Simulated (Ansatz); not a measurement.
Cu (body-centred tetragonal, space group No. 139) at seven volumes, DFT-r²SCAN+D4 in the program Ansatz with PAW potentials, shape and atoms relaxed at each. One row is withheld.

| V (Å³/atom) | P (GPa) |
|---|---|
| 10.302 | 20.08 |
| 10.642 | 12.17 |
| 10.982 | 5.54 |
| 11.321 | 0.00 |
| 11.661 | -4.63 |
| 12.001 | -8.48 |
| 12.340 | ? |

**Question.** Fit the shown pressures and predict the withheld one.

**Answer.** P = (3/2)B₀(x^(7/2) − x^(5/2))[1 + (3/4)(B′ − 4)(x − 1)] with x = (V₀/V)^(2/3). Least squares on the six rows gives V₀ = 11.322 Å³/atom, B₀ = 168 GPa, B′ = 4.95. At V = 12.340, x = 0.9442 and P = -11.69 GPa. The run itself gave -11.65 GPa.

Space group I4/mmm (body-centred tetragonal). The workflow started from a Materials Project entry (that database holds measured and hypothetical structures alike); the Crystallography Open Database copy checked does not list it. It is not the phase usual at ambient conditions (space group No. 225). The r²SCAN+D4 relaxation kept the symmetry of its start. At this level the phase is mechanically unstable. The run is not spin-polarised. The pairwise dispersion correction was not fitted to metals.

Potentials: the later of the program's two PAW sets.
